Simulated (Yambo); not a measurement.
## How GW settings move the gap: LiTaS2

G0W0@LDA for LiTaS2 (space group P6_3/mmc, No. 194) in Yambo. Reference settings: 6×6×1 Γ-centred k mesh, bands 5 to 185 and a 7 Ry block in the screening, 185 bands in G with the Bruneval-Gonze terminator, plasmon pole fitted at 27.2 eV. The LDA gap Γ → (0.167, 0.167, 0) on this mesh is 0.69 eV; G0W0 gaps are taken between the same points.

| change from the reference | G0W0 gap Γ → (0.167, 0.167, 0) (eV) | shift of the valence edge (eV) | rough Yambo cost |
|---|---|---|---|
| reference settings | 1.02 | 0.14 | 1 |
| 50 bands in W, 50 bands in G | 1.05 | 0.83 | about 1/4 |
| 75 bands in W, 75 bands in G | 1.03 | 0.52 | within a factor of two |
| wavefunctions cut at 20 Ry | 1.02 | 0.16 | about 1/3 |
| wavefunctions cut at 50 Ry | 1.02 | 0.14 | within a factor of two |
| exchange cut at 10 Ry | 0.95 | 0.54 | – |
| 50 bands in W, 50 bands in G, 6 Ry block | 1.05 | 0.84 | about 1/4 |
| 75 bands in W, 75 bands in G, 2 Ry block | 0.94 | 0.69 | about 1/4 |
| 75 bands in W, 75 bands in G, 3 Ry block | 0.94 | 0.67 | about 1/3 |
| 144 bands in W, 144 bands in G, 4 Ry block | 0.94 | 0.38 | about 1/3 |
| 4 Ry block | 0.93 | 0.33 | about 1/2 |
| 75 bands in W, 75 bands in G, 3 Ry block, no terminator | 0.92 | 1.03 | about 1/5 |
| 105 bands in W, 105 bands in G, 3 Ry block, no terminator | 0.92 | 0.76 | about 1/3 |
| 144 bands in W, 144 bands in G, 3 Ry block, no terminator | 0.91 | 0.59 | about 1/3 |
| no terminator | 0.99 | 0.35 | within a factor of two |

The reference isn't shown to be the converged limit. Costs are rough (shared machines), scaled to the same edge states, and given only for runs that recompute the screening.

Without spin-orbit coupling, band edges of such heavy elements can be off by tenths of an eV.

Geometry of the Materials Project entry, not relaxed at this level; primitive cell a = b = 3.349 Å, c = 12.888 Å, α = β = 90.00°, γ = 120.00°.

The structure is a Materials Project entry; no match was found in the copy of COD used, and its stability was not checked.

A shift is the quasiparticle energy of the state minus its LDA energy.
